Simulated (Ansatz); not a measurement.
A geometry of SnO away from equilibrium: the start of the relaxation of a generated trial cell of SnO in the 6H structure type. The numbers are results of r2SCAN (plane waves to 500 eV, PAW, scalar-relativistic; Ansatz, a program for electronic structure), not measurements. Γ-centred k-mesh 6×6×1 on the run's cell (coarser than for final values), Fermi–Dirac smearing 0.05 eV.

```xyz
12
Lattice="3.6212 0.0000 0.0000 -1.8106 3.1361 0.0000 0.0000 0.0000 17.7691" Properties=species:S:1:pos:R:3 pbc="T T T"
Sn     0.0000     0.0000     0.0000
Sn     0.0000     0.0000     8.8845
Sn     1.8106     1.0454    14.8061
Sn     0.0000     2.0907     5.9215
Sn     1.8106     1.0454     2.9586
Sn     0.0000     2.0907    11.8431
O      0.0000     0.0000    15.5408
O      0.0000     0.0000     6.6563
O      1.8106     1.0454    12.5778
O      0.0000     2.0907     3.6933
O      1.8106     1.0454     0.7374
O      0.0000     2.0907     9.6220
```

Give the Cartesian forces on all atoms (eV/Å).


```
atom    Fx    Fy     Fz
----  ----  ----  -----
Sn1   0.00  0.00  -0.02
Sn2   0.00  0.00  -0.02
Sn3   0.00  0.00  -0.29
Sn4   0.00  0.00  -0.29
Sn5   0.00  0.00   0.01
Sn6   0.00  0.00   0.01
O7    0.00  0.00   0.35
O8    0.00  0.00   0.35
O9    0.00  0.00   0.06
O10   0.00  0.00   0.06
O11   0.00  0.00  -0.10
O12   0.00  0.00  -0.10
```

What is the pressure?

+15.9 GPa, compression positive.

How far above the relaxed end point is this geometry?

0.38 eV/atom; the path ends in P6₃mc (No. 186).

No spin polarisation in the result. Without a van der Waals term the distances between weakly bound units are poorly fixed.

The run could not lower the symmetry of its start; a shaken copy of this end point relaxes with r2SCAN to P1 (No. 1) at a tolerance of 0.01 Å, R3m (No. 160) at 0.1 Å, 0.023 eV/atom lower.

The end of the path is a generated cell of SnO: the first start was made by placing the elements on the sites of a structure type, and the end was not matched to a known phase here, so it may be hypothetical. Known forms of SnO include space group No. 129.
